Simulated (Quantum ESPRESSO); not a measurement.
```
BaTiO3
1.0
    2.84826     1.64444     2.33556
   -2.84826     1.64444     2.33556
    0.00000    -3.28888     2.33556
O Ti Ba
3 1 1
Cartesian
 -1.39784   0.80704   4.57214
  0.00000  -1.61408   4.57214
  1.39784   0.80704   4.57214
  0.00000   0.00000   3.59674
  0.00000   0.00000   0.00098
```

The geometry is that of Materials Project entry mp-5020, symmetrised and not relaxed again.

### Question
What does norm-conserving PBEsol (Quantum ESPRESSO, 84 Ry, scalar-relativistic) give for the electronic structure near the Fermi level?

### Answer
The PBEsol gap is indirect, 2.37 eV, from Z to Γ; the smallest direct gap is 2.76 eV.
